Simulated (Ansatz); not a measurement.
Starting structure of a cell relaxation (symmetry kept):

```cif
data_structure
_symmetry_space_group_name_H-M 'I4/mcm'
_symmetry_Int_Tables_number 140
_cell_length_a 4.3015
_cell_length_b 4.3015
_cell_length_c 4.9827
_cell_angle_alpha 90.000
_cell_angle_beta 90.000
_cell_angle_gamma 90.000
_cell_volume 92.19
loop_
_atom_site_label
_atom_site_type_symbol
_atom_site_symmetry_multiplicity
_atom_site_Wyckoff_symbol
_atom_site_fract_x
_atom_site_fract_y
_atom_site_fract_z
_atom_site_occupancy
V1 V 4 a 0.00000 0.00000 0.25000 1
N1 N 8 h 0.61510 0.11510 0.00000 1
```

Computed with DFT PBE, scalar-relativistic, plane waves, PAW in Ansatz.

Plane waves to 420 eV, a k mesh through Γ of 12×12×12 on the computed 6-atom cell and Gaussian smearing (0.10 eV); no spin polarisation.

**Question.** What does it relax to?

**Answer.** The volume doesn't move by more than 0.01 Å³/atom to 7.68 Å³/atom, and the energy falls by 1.4 meV/atom. Final structure:
```cif
data_structure
_symmetry_space_group_name_H-M 'I4/mcm'
_symmetry_Int_Tables_number 140
_cell_length_a 4.3067
_cell_length_b 4.3067
_cell_length_c 4.9685
_cell_angle_alpha 90.000
_cell_angle_beta 90.000
_cell_angle_gamma 90.000
_cell_volume 92.15
loop_
_atom_site_label
_atom_site_type_symbol
_atom_site_symmetry_multiplicity
_atom_site_Wyckoff_symbol
_atom_site_fract_x
_atom_site_fract_y
_atom_site_fract_z
_atom_site_occupancy
V1 V 4 a 0.00000 0.00000 0.25000 1
N1 N 8 h 0.61357 0.11357 0.00000 1
```